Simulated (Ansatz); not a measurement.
A 5-atom cell of SrTiO3 (Pm-3m) from a materials database, relaxed with r2SCAN, was run in Ansatz under altered settings. All numbers are computed, without spin polarisation but where a row says otherwise.

```yaml
crystal:
  lattice:
    - [3.90685, 0.00000, 0.00000]
    - [0.00000, 3.90685, 0.00000]
    - [0.00000, 0.00000, 3.90685]
  atoms:
    - { symbol: Sr, position: [0.00000, 0.00000, 0.00000] }
    - { symbol: Ti, position: [0.50000, 0.50000, 0.50000] }
    - { symbol: O, position: [0.50000, 0.00000, 0.50000] }
    - { symbol: O, position: [0.50000, 0.50000, 0.00000] }
    - { symbol: O, position: [0.00000, 0.50000, 0.50000] }
```

The base run's other keys:
```yaml
kpoints:
  mp_grid: { grid: [4, 4, 4] }
hamiltonian:
  xc: hse06
scf:
  occupations: { method: fixed }
  n_extra_bands: 5
```

It takes 13 iterations with 1189 plane waves at 420 eV and 10 k points, and leaves a mean stress of -1.75 GPa. The gap over this mesh is 3.321 eV. It ran on 4 threads of Intel(R) Xeon(R) 6975P-C (Granite Rapids), on a shared host.

Outcomes, with energy and stress as changes against the base:
```
                                 setting    outcome  ΔF (meV/atom)  Δ mean stress (GPa)  gap on the mesh (eV)  iterations  wall time
PBE hybrid, exx coeff 1.0, omega 0.3 1/Å  converged              –                -13.6                 7.863          22      9.7 s
            scf.occupations: tetrahedron    refused              –                    –                     –           –     0.03 s
```
A dash marks a value that wasn't obtained or can't be compared. Stress is positive in compression. The base took 7.2 s.

- PBE hybrid, exx coeff 1.0, omega 0.3 1/Å. That is 100 % exact exchange, screened with ω = 0.3 1/Å, against HSE06's 25 % screened at 0.208 1/Å. The mean stress moves by -13.6 GPa and the gap on the mesh by +4.542 eV (to 7.863). Totals of different functionals aren't comparable.
- scf.occupations: tetrahedron. The input is refused before any iteration. Error: 2 input errors — fix all and re-run

The stress of a hybrid is loosely converged in these runs.

The meshes of the hybrids are coarse, so their gaps aren't converged to the digits shown.
